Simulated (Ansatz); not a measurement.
BP (CsCl type, Pm-3m) at seven volumes, plane-wave PAW r²SCAN (Ansatz code), scaled uniformly. One row is withheld.

```tsv
V (Å³/atom)	P (GPa)
9.062	14.07
9.361	8.63
9.659	4.04
9.958	0.00
10.257	?
10.556	-6.58
10.854	-9.02
```

Question: Fit the shown pressures and predict the withheld one.

Answer: P = (3/2)B₀(x^(7/2) − x^(5/2))[1 + (3/4)(B′ − 4)(x − 1)] with x = (V₀/V)^(2/3). Least squares on the six rows gives V₀ = 9.956 Å³/atom, B₀ = 124 GPa, B′ = 3.90. At V = 10.257, x = 0.9803 and P = -3.48 GPa. The run itself gave -3.54 GPa.

The cell is a constructed one: a structure type filled with these elements; neither database checked (COD, Materials Project) lists it. It is not the phase usual at ambient conditions (space group No. 216). Symmetry was held in the r²SCAN relaxation. At this level the phase is mechanically unstable.

Potentials: the later of the program's two PAW sets.
